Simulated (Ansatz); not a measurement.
Input:

MnCO3:
```
CELL_PARAMETERS angstrom
      2.38317     1.37592     5.18383
     -2.38317     1.37592     5.18383
      0.00000    -2.75185     5.18383
ATOMIC_POSITIONS crystal
  Mn 0.50000 0.50000 0.50000
  Mn 0.00000 0.00000 0.00000
  C  0.25000 0.25000 0.25000
  C  0.75000 0.75000 0.75000
  O  0.25000 0.51991 0.98009
  O  0.51991 0.98009 0.25000
  O  0.98009 0.25000 0.51991
  O  0.75000 0.48009 0.01991
  O  0.48009 0.01991 0.75000
  O  0.01991 0.75000 0.48009
```
Starting moments (μB, in the order of the atoms Mn Mn C C O O O O O O): -4.7 4.7 0.0 0.0 0.0 0.0 0.0 0.0 0.0 0.0.

This is the r²SCAN-relaxed structure.

All from the program Ansatz at the r²SCAN level (PAW), unless another level is named. Predict the electron effective mass.

1.2, 1.2, 1.9 mₑ (principal values).

Next, the smallest direct gap on the standard path?

3.49 eV.

Give the weight of the conduction-edge state by species (Voronoi cells).

Mn 49 %, C 27 %, O 23 %.

Give the valence-band maximum.

at L.

Space group R-3c. The workflow started from an entry of the Crystallography Open Database (COD). Its standing as an ambient phase is unchecked. Symmetry was held in the r²SCAN relaxation, as lowered by the spin order; its stability against distortions is not shown here. The final state is antiferromagnetic, chosen from 5 collinear starts compared on coarse meshes (ties went to the first, and starts can fall back to one state), not a proven ground state. Other orbital occupations within this spin state were not tried. No Hubbard U is applied.

Potentials: the later of the program's two PAW sets.
